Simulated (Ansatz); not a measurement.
**Zr₃TiC₄: vibrational free energy, entropy and heat capacity**

Computed with Ansatz 0.2.0, DFT PBE, scalar-relativistic, plane waves, PAW. Plane waves to 420 eV; Γ-centred k mesh 8×8×8; Fermi-Dirac smearing of 0.15 eV. No spin polarisation. Phonons by linear response, acoustic sum rule imposed.

Equilibrium structure at this level:
```
CELL_PARAMETERS angstrom
4.63163 0.00000 0.00000
0.00000 4.63163 0.00000
0.00000 0.00000 4.63163
ATOMIC_POSITIONS crystal
Zr 0.50000 0.00000 0.50000
Zr 0.00000 0.50000 0.50000
Zr 0.50000 0.50000 0.00000
Ti 0.00000 0.00000 0.00000
C 0.50000 0.50000 0.50000
C 0.00000 0.50000 0.00000
C 0.50000 0.00000 0.00000
C 0.00000 0.00000 0.50000
```

It was reached by relaxing an invented guess, and it needn't be the stable form of this composition. In a metal, frequencies and elastic constants depend on the k mesh and the smearing, soft modes and shear constants most.

Force constants from linear response on a 2×2×2 q mesh, interpolated to a fine mesh.

Phonon density of states, in bins of 10 cm⁻¹:
bin centre (cm⁻¹), share of modes (%) and a bar:
```
        5        0.0
       15        0.0
       25        0.0
       35        0.0
       45        0.1
       55        0.1
       65        0.1 #
       75        0.2 #
       85        0.3 #
       95        0.4 ##
      105        0.5 ##
      115        0.6 ###
      125        0.7 ###
      135        0.9 ####
      145        1.2 ######
      155        1.3 ######
      165        1.8 ########
      175        2.5 ###########
      185        4.5 ####################
      195        4.7 #####################
      205        6.5 ##############################
      215        2.4 ###########
      225        2.4 ###########
      235        2.4 ###########
      245        1.8 ########
      255        2.9 #############
      265        1.8 ########
      275        2.1 ##########
      285        2.2 ##########
      295        1.9 #########
      305        1.5 #######
      315        1.0 ####
      325        0.6 ###
      335        0.3 ##
      345        1.2 #####
      355        1.8 ########
      365        2.1 #########
      375        2.8 #############
      385        0.7 ###
      395        0.1
      405        0.1
      415        0.1 #
      425        0.2 #
      435        0.2 #
      445        0.2 #
      455        0.3 #
      465        0.5 ##
      475        0.4 ##
      485        1.5 #######
      495        1.6 #######
      505        1.6 #######
      515        1.7 ########
      525        2.1 ##########
      535        2.8 #############
      545        4.3 ###################
      555        6.6 ##############################
      565        5.1 #######################
      575        0.5 ##
      585        0.5 ##
      595        0.7 ###
      605        0.8 ####
      615        1.2 #####
      625        1.6 #######
      635        1.8 ########
      645        1.6 #######
      655        1.5 #######
      665        1.0 ####
      675        0.5 ##
      685        0.3 #
      695        0.0
```

Question: How much zero-point energy does an atom carry?

Answer: 69.1 meV.

Question: How large are the vibrational entropy and heat capacity at 300 K?

Answer: S = 2.06 k_B and C_V = 2.27 k_B per atom, 76 % of the Dulong–Petit value.

Question: Tabulate them against temperature.

Answer:
```tsv
T (K)	F_vib (meV/atom)	S (k_B/atom)	C_V (k_B/atom)
100	68.2	0.36	0.79
200	61.4	1.24	1.75
300	47.1	2.06	2.27
400	26.3	2.75	2.54
500	0.0	3.33	2.69
600	-30.9	3.83	2.78
700	-65.9	4.27	2.83
800	-104.3	4.65	2.87
900	-145.8	4.99	2.90
1000	-190.1	5.29	2.92
```
